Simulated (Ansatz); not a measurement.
BaTiO3:
```xyz
5
Lattice="0.0000 2.7941 -2.7991 0.0000 2.7941 2.7991 3.9241 0.0000 0.0000" Properties=species:S:1:pos:R:3 pbc="T T T"
Ba     0.0000     2.7941    -2.7897
Ti     1.9620     2.7941     0.0655
O      1.9620     4.1756     1.3339
O      1.9620     1.4126     1.3339
O      0.0000     2.7941    -0.0563
```

Relaxed with LDA. Special points in fractions of this cell's reciprocal vectors: Γ (0.000, 0.000, 0.000); Y (-0.500, 0.500, 0.000); C0 (-0.499, 0.501, 0.000); Σ0 (0.499, 0.499, 0.000); Z (0.000, 0.000, 0.500); A0 (0.499, 0.499, 0.500); E0 (-0.499, 0.501, 0.500); T (-0.500, 0.500, 0.500); S (0.000, 0.500, 0.000); R (0.000, 0.500, 0.500).

Q: List the band energies nearest the valence-band maximum at these points for LDA in the plane-wave PAW code Ansatz.

A: In eV from the valence-band maximum; about four levels below and three above (degenerate sets whole), none deeper than 8.9 eV; points with the same levels are listed once.

```json
[
 {"k": "Γ", "below": "-1.22 -0.26 -0.25 -0.18", "above": "2.03 2.16 2.22"},
 {"k": "Y", "below": "-1.63 -0.82 -0.79 -0.13", "above": "3.87 3.90 4.27"},
 {"k": "Z", "below": "-1.83 -1.71 -0.93 -0.82", "above": "2.35 3.82 3.91"},
 {"k": "A0", "below": "-2.30 -0.08 -0.01 0.00", "above": "4.53 4.55 4.61"},
 {"k": "S", "below": "-1.92 -1.79 -0.79 -0.69", "above": "2.23 3.85 3.87"},
 {"k": "R", "below": "-1.66 -0.83 -0.82 -0.05", "above": "3.90 3.90 4.30"}
]
```

Space group Amm2. This is a known low-temperature phase of the composition, computed here at zero pressure and temperature. The cell was relaxed with LDA under the symmetry of its start. At this level the phase is dynamically unstable (imaginary phonons). The run is not spin-polarised. Spin–orbit coupling is left out wherever it is not named.

Potentials: the earlier of the program's two PAW sets. The files were generated under PBE; for other functionals the program regenerates the frozen cores, and for LDA and PBEsol the local potential too.
